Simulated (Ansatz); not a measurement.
# HfIr₃: computed property card

HfIr3:
```yaml
crystal:
  lattice:
    - [3.92353, 0.00000, 0.00000]
    - [0.00000, 3.92353, 0.00000]
    - [0.00000, 0.00000, 3.92353]
  atoms:
    - { symbol: Hf, position: [0.00000, 0.00000, 0.00000] }
    - { symbol: Ir, position: [0.00000, 0.50000, 0.50000] }
    - { symbol: Ir, position: [0.50000, 0.00000, 0.50000] }
    - { symbol: Ir, position: [0.50000, 0.50000, 0.00000] }
```

Space group Pm-3m (No. 221), Cu3Au type; conventional cell a = 3.9235 Å, b = 3.9235 Å, c = 3.9235 Å, α = 90.00°, β = 90.00°, γ = 90.00°.

Method: DFT-PBEsol in the program Ansatz with PAW potentials. The cell and atoms are relaxed at this level. Other levels are named where they apply.

Cell and energy:

- Volume per atom = 15.10 Å³
- Density = 20.76 g/cm³
- Formation energy from the elements (no fitted shifts) = -0.77 eV/atom

Electronic structure:

* **Electronic character**: metallic (no gap)
* **Density of states at the Fermi level**: 0.72 states/eV per atom (mean over ±0.08 eV)
* **Gap with spin–orbit coupling**: none (metallic)

Mechanics:

* **Bulk modulus (Birch–Murnaghan fit)**: 306 GPa
* **Pressure derivative B′**: 4.7
* **Elastic constants (relaxed ions, GPa)**: C11 = 453, C12 = 233, C44 = 228
* **Mechanical stability**: stable (all eigenvalues of C positive)
* **Hill bulk and shear moduli**: 306 and 170 GPa
* **Young's modulus**: 431 GPa
* **Poisson's ratio**: 0.27
* **Debye temperature from the elastic constants**: 383 K

Phonons:

* **Highest zone-centre frequency**: 179 cm⁻¹
* **Zone-centre stability**: no imaginary mode at Γ

The first step of the workflow began from a Materials Project structure, measured or hypothetical; the Crystallography Open Database files this formula in space group No. 221, but the cells were not matched. Whether it is the stable phase at ambient conditions was not checked. The cell was relaxed with PBEsol under the symmetry of its start. The run is not spin-polarised. As this level gives no gap, shear constants depend on the k-mesh and smearing (Fermi–Dirac, 0.1 eV here). As this level gives no gap, phonon frequencies hold no LO–TO term and depend on the k-mesh and smearing (Fermi–Dirac, 0.1 eV here). The references are the lowest solids computed at this level, not always the standard phases. Scalar-relativistic: spin–orbit coupling is off unless named, which matters more the heavier the elements.

Potentials: the later of the program's two PAW sets.
